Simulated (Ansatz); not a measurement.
**Equation of state of Ge from a dense series**

```
CELL_PARAMETERS angstrom
3.99759 0.00000 0.00000
-1.99879 3.46201 0.00000
0.00000 0.00000 6.59938
ATOMIC_POSITIONS crystal
Ge 0.66667 0.33333 0.06290
Ge 0.33333 0.66667 0.56290
Ge 0.66667 0.33333 0.43710
Ge 0.33333 0.66667 0.93710
```

Atom numbers follow the list: Ge1, Ge2, Ge3, Ge4.

Structure from Materials Project entry mp-1007760 (possibly hypothetical), not relaxed further.

Theory: DFT, PBEsol, all-electron LAPW, scalar-relativistic in Ansatz 0.2.0.

Settings: a Γ-centred 11×11×6 k mesh, Fermi–Dirac smearing of 0.05 eV, basis error target 1 meV/atom, no spin polarisation.

The cell is scaled evenly. Fractional coordinates are held (clamped ions).

| V (Å³/atom) | P (GPa) |
| --- | --- |
| 21.920 | 2.96 |
| 22.377 | 1.35 |
| 22.605 | 0.63 |
| 22.833 | -0.05 |
| 23.062 | -0.70 |
| 23.290 | -1.32 |
| 23.747 | -2.46 |
| 24.203 | -3.48 |

Fit a third-order Birch–Murnaghan curve to the pressures.

P = (3B0/2)(y^(7/2) − y^(5/2))[1 + (3/4)(B0′ − 4)(y − 1)] with y = (V0/V)^(2/3) fits within 0.01 GPa for V0 = 22.815 Å³/atom, B0 = 67.3 GPa and B0′ = 4.57.

Predict the pressure at the withheld volume, 21.463 Å³/atom.

There y = 1.0415, so the fit gives 4.73 GPa; the run gave 4.76 GPa.
